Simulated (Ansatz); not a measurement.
TaAs:
```
CELL_PARAMETERS angstrom
      3.21546     0.00000     0.00000
      0.00000     3.21546     0.00000
      0.00000     0.00000     3.21546
ATOMIC_POSITIONS crystal
  Ta 0.00000 0.00000 0.00000
  As 0.50000 0.50000 0.50000
```

Relaxed with PBE. Special points in fractions of this cell's reciprocal vectors: Γ (0.000, 0.000, 0.000); X (0.000, 0.500, 0.000); M (0.500, 0.500, 0.000); R (0.500, 0.500, 0.500).

Problem. List the band energies nearest the Fermi level at these points for plane-wave PAW PBE with spin–orbit coupling (Ansatz code).

Solution. In eV from the Fermi level; about four levels below and three above (degenerate sets whole), none deeper than 8.9 eV; points with the same levels are listed once.

```json
[
 {"k": "Γ", "below": "-2.95 -2.95 -2.95 -2.95 -0.45 -0.45", "above": "0.29 0.29 0.29 0.29"},
 {"k": "X", "below": "-2.21 -2.21 -1.92 -1.92", "above": "2.55 2.55 3.75 3.75"},
 {"k": "M", "below": "-4.63 -4.63 -3.15 -3.15", "above": "0.07 0.07 0.27 0.27"},
 {"k": "R", "below": "-6.29 -6.29 -6.29 -6.29", "above": "1.90 1.90 3.50 3.50 3.50 3.50"}
]
```

Space group Pm-3m (CsCl type). The cell is a constructed one: a structure type filled with these elements; neither database checked (COD, Materials Project) lists it. It is not the phase usual at ambient conditions (space group No. 109). Symmetry was held in the PBE relaxation; whether a distortion lowers the energy is not shown. The run is not spin-polarised.

Potentials: the later of the program's two PAW sets.
